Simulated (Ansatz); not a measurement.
SnSe2 (rutile, P4_2/mnm) under volume change, PBE (plane waves, PAW; program Ansatz), shape and atoms relaxed at each volume.

```
V (Å³/atom)  E − E(relaxed) (meV/atom)     P (GPa)
-----------  -------------------------  ----------
26.302                      (withheld)  (withheld)
27.169                            15.2        3.04
28.036                             3.5        1.37
28.903                             0.0        0.00
29.771                             2.9       -1.04
30.638                      (withheld)  (withheld)
31.505                            20.5       -2.06
```

Problem. Fill in the missing entries.

Solution. 
- 30.638, E − E(relaxed) (meV/atom): 10.3
- 30.638, P (GPa): -1.69
- 26.302, E − E(relaxed) (meV/atom): 37.0
- 26.302, P (GPa): 5.13

Problem. What does a third-order Birch–Murnaghan fit give for V₀, B₀ and B′?

Solution. V₀ = 28.91 Å³/atom, B₀ = 36.8 GPa, B′ = 8.7.

The cell is a constructed one: a structure type filled with these elements; neither database checked (COD, Materials Project) lists it. COD files the formula under space group No. 164, 217, so this cell is another polymorph or a model. Its standing as an ambient phase is unchecked. Symmetry was held in the PBE relaxation; its stability against distortions is not shown here. Scalar-relativistic: spin–orbit coupling is off unless named, which matters more the heavier the elements.

Potentials: the later of the program's two PAW sets.
